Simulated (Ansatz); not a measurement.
# TlPt

Method: r²SCAN, scalar-relativistic; no spin polarisation; PAW, 500 eV, Γ-centred 6×6×8 mesh, 0.05 eV Gaussian smearing; code Ansatz; PAW files: Ansatz's generated set soft_2.

```xyz
6
Lattice="6.5146 0.0000 0.0000 -3.2573 5.6418 0.0000 0.0000 0.0000 3.9265" Properties=species:S:1:pos:R:3 pbc="T T T"
Tl    3.2573    0.0000    0.0000
Tl    1.6287    2.8209    0.0000
Tl   -1.6287    2.8209    0.0000
Pt    0.0000    0.0000    0.0000
Pt    0.0000    3.7612    1.9633
Pt    3.2573    1.8806    1.9633
```

The chain of runs began from a cell as deposited in COD, expanded in volume.

The run above is the reference. The same cell was run again with other input settings; several of them aren't fit for production, so the rows show the settings' effect and aren't properties of the material.

| keys changed | outcome | ΔE (meV/atom) | P (GPa) | gap on the mesh (eV) | cell moment (μB) | largest force component (eV/Å) | SCF iterations | rough core-seconds | new warnings |
| --- | --- | --- | --- | --- | --- | --- | --- | --- | --- |
| none (reference) | converged | 0.0 | 0.0 | metal | – | 0.000 | – | – | – |
| basis.ecutwfc: 500 → "500 eV"; hamiltonian.dispersion: "d3bjatm" | converged | – | -0.9 | metal | – | 0.000 | 8 | 40 | – |
| hamiltonian.hubbard: {"sites": [{"species": "Pt", "l": "d", "u_eff": 4.0}], "double_counting": "amf"}; basis.ecutwfc: 500 → "33.1 Ry" | converged | – | 0.2 | metal | – | 0.000 | 13 | 50 | cutoff below recommended; filled band counts differ across k points |
| hamiltonian.pseudopotentials: {"kind": "paw", "source": "jth"}; scf.eigensolver.kind: "davidson" | converged | – | 0.3 | metal | – | 0.000 | 14 | 50 | cutoff below recommended; radial quadrature taken |
| basis.xc_grid: 4 | converged | 0.0 | 0.0 | metal | – | 0.000 | 8 | 40 | – |
| scf.initial_density.chi_scale: 0.0 | converged | 0.0 | 0.0 | metal | – | 0.000 | 9 | 30 | – |

ΔE is the energy with the smearing extrapolated to zero. It is left out where the change alters the Hamiltonian or the spin treatment. The varied runs start from atomic densities (corrected by the program's trained start where that serves), with the default search for lower states unless a row changes it.

**Question.** What happens with these changes: accuracy: "high"; basis.ecutrho_ratio: 4 → 8; kpoints.mp_grid.grid: [6, 6, 8] → [2, 2, 3]?

**Answer.** outcome converged, ΔE (meV/atom) 36.0, P (GPa) 0.4, gap on the mesh (eV) metal, largest force component (eV/Å) 0.000, SCF iterations 12, rough core-seconds 24.

**Question.** What happens with these changes: scf.occupations.width: 0.05 → null; scf.occupations.method: "gaussian" → "tetrahedron_uncorrected"; crystal.symmetry: {"detect": false}; scf.mixing.algorithm: "msr1"; scf.mixing.beta: 0.3; scf.mixing.ndim: 8?

**Answer.** outcome converged, ΔE (meV/atom) 12.9, P (GPa) 0.2, gap on the mesh (eV) metal, largest force component (eV/Å) 0.000, SCF iterations 9, rough core-seconds 230, new warnings band table not solved further.

Changing scf.initial_density.chi_scale only steers the path to self-consistency, so the energy stays within 0.5 meV/atom.

Other pseudopotential files need their own cutoff; where it is too low, pressure and moments show the cutoff and not the files.

The pair part of a dispersion correction pulls inward (a three-body part mostly pushes out), and in metals and ionic crystals with large ions it often overbinds.

Of the reference: For elements this heavy, spin–orbit coupling would shift levels and gaps; it isn't included here.
